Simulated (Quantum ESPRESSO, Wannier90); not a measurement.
**Wannier functions of Mg (bcc (W type), model phase)**

Materials Project entry mp-110; symmetrised, unrelaxed at this level. This isn't the element's usual structure (hcp); take it as a model of another phase. Level: PBEsol, no spin polarisation, no spin-orbit coupling; pw.x of Quantum ESPRESSO at 68 Ry with PseudoDojo potentials, 12×12×12 k-points, Wannier90. Density: 16×16×16 mesh, cold smearing 0.01 Ry.

Input w.win:

```
num_bands = 10
num_wann = 4
exclude_bands = 1-4
num_iter = 0
conv_tol = 1.0e-6
conv_window = 4
dis_num_iter = 1000
dis_conv_tol = 1.0e-6
dis_froz_max = 7.34
write_hr = true
write_u_matrices = true
begin projections
Mg: s;p
end projections
begin unit_cell_cart
ang
   -1.7727650000    1.7727650000    1.7727650000
    1.7727650000   -1.7727650000    1.7727650000
    1.7727650000    1.7727650000   -1.7727650000
end unit_cell_cart
begin atoms_frac
Mg   0.0000000000  0.0000000000  0.0000000000
end atoms_frac
mp_grid = 12 12 12
begin kpoints
0.0000000000 0.0000000000 0.0000000000
0.0000000000 0.0000000000 0.0833333333
0.0000000000 0.0000000000 0.1666666667
... (1725 more lines: the 12x12x12 mesh through Gamma)
end kpoints
```

On the energy scale of pw.x, whose zero is arbitrary, the Fermi level lies at 5.84 eV. Lines of w_hr.dat (R1 R2 R3 m n Re Im, eV) for R = 0 and one of the shortest lattice vectors, rounded to 0.01 eV, lines under 0.02 eV left out; orbitals in order: Mg1 s, Mg1 pz, Mg1 px, Mg1 py.

```
    0    0    0    1    1     6.98     0.00
    0    0    0    2    2    11.77     0.00
    0    0    0    3    3    11.77     0.00
    0    0    0    4    4    11.77     0.00
   -1   -1   -1    1    1    -0.82     0.00
   -1   -1   -1    2    1     0.88     0.00
   -1   -1   -1    3    1     0.88     0.00
   -1   -1   -1    4    1     0.88     0.00
   -1   -1   -1    1    2    -0.88     0.00
   -1   -1   -1    2    2     0.65     0.00
   -1   -1   -1    3    2     0.88     0.00
   -1   -1   -1    4    2     0.88     0.00
   -1   -1   -1    1    3    -0.88     0.00
   -1   -1   -1    2    3     0.88     0.00
   -1   -1   -1    3    3     0.65     0.00
   -1   -1   -1    4    3     0.88     0.00
   -1   -1   -1    1    4    -0.88     0.00
   -1   -1   -1    2    4     0.88     0.00
   -1   -1   -1    3    4     0.88     0.00
   -1   -1   -1    4    4     0.65     0.00
```
